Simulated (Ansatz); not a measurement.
Start of a relaxation, Ti put above a Ta atom that lies 1.4 Å under the outermost one (Ta, Im-3m (No. 229), (1 0 0) face):

```xyz
6
Lattice="3.2805 0.0000 0.0000 0.0000 3.2805 0.0000 0.0000 0.0000 25.5610" Properties=species:S:1:pos:R:3 pbc="T T T"
Ta    1.6403    1.6403    8.5000
Ta    0.0000    0.0000   10.1403
Ta    1.6403    1.6403   11.7872
Ta    0.0000    0.0000   13.4537
Ta    1.6403    1.6403   14.8640
Ti    0.0000    0.0000   17.2240
```

The calculation used Ansatz 0.2.0, DFT PBEsol, scalar-relativistic, plane waves, PAW. Cutoff 420 eV; k points 9×9×1 on the computed 6-atom cell (Γ-centred); Gaussian smearing, width 0.10 eV; collinear spin from starting moments 0 0 0 0 0 2 μB. The cell repeats along c with a dipole correction in the vacuum.

Atoms 1, 2 (counted from 1) are held. The cell is fixed. Force threshold 0.03 eV/Å.

Problem. Where does it end?

Solution. The energy falls by 1.479 eV in 7 steps, to:

```xyz
6
Lattice="3.2805 0.0000 0.0000 0.0000 3.2805 0.0000 0.0000 0.0000 25.5610" Properties=species:S:1:pos:R:3 pbc="T T T"
Ta    1.6403    1.6403    8.5000
Ta    0.0000    0.0000   10.1403
Ta    1.6403    1.6403   11.7469
Ta    0.0000    0.0000   13.4468
Ta    1.6403    1.6403   15.0614
Ti    0.0000    0.0000   16.5387
```

The end is the local minimum or symmetric point that this start leads to. The slab is only 6.6 Å thick, so the energy isn't converged with thickness.

Spin-orbit coupling is left out, which matters for the bands of heavy elements.

Cost: 1 run of about 2.9 core-minutes, on Intel Xeon 6975P-C (Granite Rapids) (shared hosts).